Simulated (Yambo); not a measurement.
Given:

```xyz
4
Lattice="1.5125 0.8732 5.5529 -1.5125 0.8732 5.5529 0.0000 -1.7465 5.5529" Properties=species:S:1:pos:R:3 pbc="T T T"
O      0.0000     0.0000    14.8713
O      0.0000     0.0000     1.7875
Cu     0.0000     0.0000     0.0000
Rh     0.0000     0.0000     8.3294
```

Workflow: PBEsol (Quantum ESPRESSO, PseudoDojo norm-conserving, 92 Ry, no spin-orbit coupling), then G0W0 in Yambo (4×4×4 Γ-centred k mesh, bands 9 to 101 and a 8 Ry block in the screening, 101 bands in G with the Bruneval-Gonze terminator, plasmon pole fitted at 27.2 eV).

Question: Give the PBEsol and G0W0 gaps between the band edges found on this mesh, and say where the edges lie.

Answer: Edges: F → (0.25, -0.5, -0.5). PBEsol: 1.26 eV; G0W0: 2.02 eV. The mesh misses an edge: along a dense path the PBEsol gap is 0.76 eV. Convergence of the G0W0 settings was not tested. Oxides, nitrides and fluorides with a shallow 3d shell are known to need far more bands and larger blocks. Spin-orbit splittings are left out. The 3d shell has no Hubbard U; the runs are without spin polarisation, and magnetic order was not tried.

Geometry strained from the cell relaxed with PBEsol, atoms relaxed again.
